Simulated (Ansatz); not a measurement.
HfO2 (fluorite, Fm-3m) at seven volumes, plane-wave PAW PBE (Ansatz code), scaled uniformly. One row is withheld.

| V (Å³/atom) | P (GPa) |
|---|---|
| 10.045 | ? |
| 10.376 | 17.32 |
| 10.708 | 7.98 |
| 11.039 | 0.00 |
| 11.370 | -6.82 |
| 11.701 | -12.68 |
| 12.032 | -17.68 |

Task: Fit the shown pressures and predict the withheld one.

Result: P = (3/2)B₀(x^(7/2) − x^(5/2))[1 + (3/4)(B′ − 4)(x − 1)] with x = (V₀/V)^(2/3). Least squares on the six rows gives V₀ = 11.039 Å³/atom, B₀ = 246 GPa, B′ = 4.17. At V = 10.045, x = 1.0649 and P = 28.27 GPa. The run itself gave 28.27 GPa.

This is a known high-temperature phase of the composition, computed here at zero pressure and temperature. The cell was relaxed with PBE under the symmetry of its start. At this level the phase is dynamically unstable (imaginary phonons). The run is not spin-polarised. Spin–orbit coupling is left out wherever it is not named.

Potentials: the later of the program's two PAW sets.
